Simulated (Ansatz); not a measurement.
CeTaN₃ (cubic perovskite, Pm-3m), a = b = c = 4.0164 Å, α = β = γ = 90.00°.

Relaxed with PBEsol.

**Question.** Decompose the optical modes at the zone centre into irreducible representations, and say which are infrared and Raman allowed.

**Answer.** Point group m-3m: Γ_opt = 3T1u + T2u. Infrared: T1u. Raman: none.

**Question.** Assign frequencies (DFPT, PBEsol in the plane-wave PAW code Ansatz).

**Answer.** T2u 291i, T1u 283i, T1u 87, T1u 727 cm⁻¹.

The start of the workflow was typed in or built on a structure type; neither database checked (COD, Materials Project) lists it. Its standing as an ambient phase is unchecked. The cell was relaxed with PBEsol under the symmetry of its start. At this level the phase is dynamically unstable (imaginary phonons). The workflow began spin-polarised and lost its moments. The 4f shell is in the valence. No Hubbard U is applied. As this level gives no gap, phonon frequencies hold no LO–TO term and depend on the k-mesh and smearing (Fermi–Dirac, 0.1 eV here). Spin–orbit coupling is left out wherever it is not named.

Potentials: the later of the program's two PAW sets.
